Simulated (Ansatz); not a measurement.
## Conduction electrons in TiRe (Pm-3m)

```
Ti Re
1.0
     3.08365    0.00000    0.00000
     0.00000    3.08365    0.00000
     0.00000    0.00000    3.08365
Ti Re
1 1
Direct
  0.50000 0.50000 0.50000
  0.00000 0.00000 0.00000
```

Conventional cell: a = 3.084 Å, b = 3.084 Å, c = 3.084 Å, α = 90.00°, β = 90.00°, γ = 90.00°. Ti (atom 1) has 8 Re at 2.67 Å as nearest neighbours. Re (atom 2) has 8 Ti at 2.67 Å as nearest neighbours.

Level of theory, where no other is named: PBEsol, all-electron LAPW in Ansatz 0.2.0, scalar-relativistic. k mesh 10×10×10, fine mesh 20×20×20, Fermi-Dirac smearing of 0.080 eV, basis error target 1 meV/atom. The cell was relaxed by PAW under this functional.

Levels and slopes are solved on a 20×20×20 mesh, and each state is taken as quadratic over its cell.

Problem. What is the density of states at the Fermi level, and which bare Sommerfeld coefficient follows?

Solution. N(E_F) = 0.637 states/eV/atom (both spins), so γ = (π²/3) k_B² N(E_F) = 1.5 mJ/(mol-atom K²) without electron-phonon or spin-fluctuation enhancement.

Problem. What Drude plasma energy and σ/τ do the band velocities give?

Solution. (ħω_p,α)² = (e²/ε₀VN_k) Σ_nkσ (∂E/∂k_α)² δ(E − E_F) gives ħω_p = (8.14, 8.14, 8.14) eV along x, y, z, and σ/τ = ε₀ω_p² = 13.5×10²⁰ Ω⁻¹m⁻¹s⁻¹ along x. Weighted by the density of states, the mean Fermi speed is 0.712×10⁶ m/s; the surface has an area of 25.3 Å⁻² for each spin direction.

Problem. Which bands cross the Fermi level, and what do they carry?

Solution. 

| band | filled part | N (states/eV/cell) | speed (10⁶ m/s) | 5th to 95th percentile | area (Å⁻²) | filling |
| --- | --- | --- | --- | --- | --- | --- |
| 1 | 0.92 | 0.254 | 0.831 | 0.03 to 1.16 | 5.86 | nearly full |
| 2 | 0.58 | 1 | 0.695 | 0.34 to 1.01 | 19.4 | partly filled |

Problem. Map the plane k₃ = 1/2 of the mesh: how many bands lie under the Fermi level at each point, counted from the least on the plane?

Solution. k₁ runs to the right and k₂ upwards, each from −½ to ½ with 0 in the middle (the axes needn't be at right angles):
```
22222000000000002222
22222110000000112222
22222211111111122222
22222221111111222222
00122222222222222210
00112222222222222110
00011222222222221100
00011222211122221100
00011222111112221100
00011222112112221100
00011222111112221100
00011222211122221100
00011222222222221100
00112222222222222110
00122222222222222210
22222221111111222222
22222211111111122222
22222110000000112222
22222000000000002222
22222000000000002222
```

Problem. On PAW files the program sums the optical response inside the mesh cells, interband lines and its own Drude term. Where does ε₁ rise through zero (a sharp plasmon if ε₂ is small there), and how much light is reflected?

Solution. 

- Fine mesh: 20, 20, 20
- Window top: 30 eV
- Line width: 0.1 eV
- Drude damping: 0.05 eV
- ε₁ rises through zero at x: 1.84, 13.3, 23.05, 24.25 eV
- ε₂ there x: 14.32, 1.58, 0.51, 0.43
- Plasma energy (x, y, z): 7.913, 7.913, 7.913 eV
- Reflectivity at 1 eV, x-polarised: 0.8229
- Reflectivity at 2 eV, x-polarised: 0.4735
- Reflectivity at 3 eV, x-polarised: 0.4873

The plasma energy here is the program's own sum at the run's smearing; it differs from the value above by up to 3 %, through mesh and smearing.

Problem. What does PAW give for the same cell?

Solution. N(E_F) = 0.637 states/eV/atom and ħω_p,x = 8.14 eV.

Keep in mind: no spin-orbit coupling on heavy atoms; these sums move with the mesh, by several per cent and more for small sheets; a band that ends within the broadening of the Fermi level adds to the totals but is left out of the table; frozen-core PAW files fitted under PBE, their cores solved anew for the functional of the run.
